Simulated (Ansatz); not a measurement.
# Profile along the Sc–Ag line in ScAg (CsCl type)

ScAg (CsCl type)

```cif
data_AgSc
_chemical_formula_sum 'Sc1 Ag1'
_space_group_name_H-M_alt 'Pm-3m'
_space_group_IT_number 221
_space_group_name_Hall '-P 4 2 3'
_cell_length_a 3.33906
_cell_length_b 3.33906
_cell_length_c 3.33906
_cell_angle_alpha 90.000
_cell_angle_beta 90.000
_cell_angle_gamma 90.000
loop_
_atom_site_label
_atom_site_type_symbol
_atom_site_symmetry_multiplicity
_atom_site_Wyckoff_symbol
_atom_site_fract_x
_atom_site_fract_y
_atom_site_fract_z
_atom_site_occupancy
Sc1 Sc 1 b 0.50000 0.50000 0.50000 1
Ag1 Ag 1 a 0.00000 0.00000 0.00000 1
```

Fields along a shortest Sc–Ag line of a {110} plane (2.89 Å), from Sc to Ag, interpolated on the slice's grid (step about 0.2 Å). All values below come from LDA (plane waves to 420 eV, PAW, scalar-relativistic; Ansatz, an electronic-structure program). k mesh 14×14×14. Inside the PAW spheres the values are not all-electron values, and peaks at nuclei hang on which shells count as valence. ScAg is run without spin polarisation. ScAg was relaxed with its symmetry unable to fall.

```
distance from Sc (Å)  valence electron density (e/Å³)  electron localisation function
--------------------  -------------------------------  ------------------------------
0.00                                             7.41                               x
0.29                                             6.90                               x
0.58                                             3.49                            0.76
0.87                                             0.76                            0.45
1.16                                             0.22                            0.11
1.45                                             0.21                            0.26
1.73                                             0.38                            0.26
2.02                                             1.32                            0.36
2.31                                             6.26                            0.56
2.60                                            15.64                               x
2.89                                            20.47                               x
```

x: too close to a nucleus for the ELF to mean much.

Density on the Sc–Ag line (2.89 Å) at its density minimum, 1.3 Å from Sc: 0.19 e/Å³. ELF at that point: 0.2.
